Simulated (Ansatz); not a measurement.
LaAu$_{2}$ in space group Imma (No. 74; La on 4e, Au on 8h), r²SCAN (plane waves, PAW; program Ansatz), all energies at zero smearing, with the estimated change up to a 700 eV cutoff added, with one set of potentials and settings (totals compare only within such a set). Cell of 6 atoms (2 La, 4 Au): -65188.700 eV.

| element | reference phase | E (eV/atom) |
|---|---|---|
| La | P6_3/mmc, 4 atoms in the cell | -6264.6784 |
| Au | Fm-3m, 1 atoms in the cell | -13163.5078 |

Formation energy per atom, worked out: (-65188.700 − 2×(-6264.6784) − 4×(-13163.5078))/6 = -0.885 eV/atom (-85 kJ per mol of atoms), at 0 K, without zero-point energy or fitted corrections.

The workflow started from a Materials Project entry (that database holds measured and hypothetical structures alike); the Crystallography Open Database copy checked does not list it. Its standing as an ambient phase is unchecked. The cell was relaxed with r²SCAN under the symmetry of its start; its stability against distortions is not shown here. The references are the lowest solids computed at this level, not always the standard phases. Scalar-relativistic: spin–orbit coupling is off unless named, which matters more the heavier the elements.

Potentials: the later of the program's two PAW sets.
